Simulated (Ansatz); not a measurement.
The elements of this relaxed trial crystal are hidden behind letters.

```
lattice vectors (Å)
   5.6768    0.0000    0.0000
  -2.8384    4.9163    0.0000
   0.0000    0.0000    4.7926
fractional positions
X 0.5000 0.0000 0.5000
X 0.5000 0.5000 0.5000
X 0.0000 0.5000 0.5000
Z 0.0000 0.0000 0.0000
Q 0.3333 0.6667 0.0000
Q 0.6667 0.3333 0.0000
```

Method: DFT PBE, scalar-relativistic, plane waves, PAW, and for the lanthanide a 4f-in-core norm-conserving potential, in Ansatz 0.2.0. Cutoff 690 eV, Γ-centred 12×12×8 mesh (6-atom cell), Gaussian smearing of 0.10 eV, no spin polarisation.

* Space group: P6/mmm (No. 191)
* Conventional cell: a = 5.677 Å, c = 4.793 Å
* Volume per atom: 22.29 Å³
* Density: 3.49 g/cm³
* Energy over the elements: −0.15 eV/atom
* Gap on the 12×12×8 mesh of the 6-atom cell: 0 eV (a metal)

Energies are uncorrected and count from the elements' standard states at the same level.

Question: X is an s-block element of period 3, Z is a lanthanide and Q is a p-block element of period 3. Which elements are they?

Answer: X = Na, Z = Sm, Q = P, so the formula is Na3SmP2. Density times volume gives a mean mass of 3.49 × 22.29/1.6605 = 46.8 u per atom, and this set has 46.9 u. Around Na lie 4 Na at 2.84 Å, 4 P at 2.90 Å and 4 Sm at 3.71 Å; Sm is surrounded by 6 P at 3.28 Å and 12 Na at 3.71 Å; P has 6 Na at 2.90 Å, 3 Sm at 3.28 Å and 3 P at 3.28 Å. Other sets within the hints have nearly the same mass, so mass alone doesn't settle it; this one was computed.

A structure relaxed within its symmetry needn't be a true minimum.

The lanthanide is trivalent by construction, without f bands, f moments or other valences. The reference runs of the other elements, and any phases without the lanthanide, used 420 eV, which shifts energies against them by under 10 meV/atom. The lanthanide's reference is the lowest of its hcp, dhcp and fcc cells.
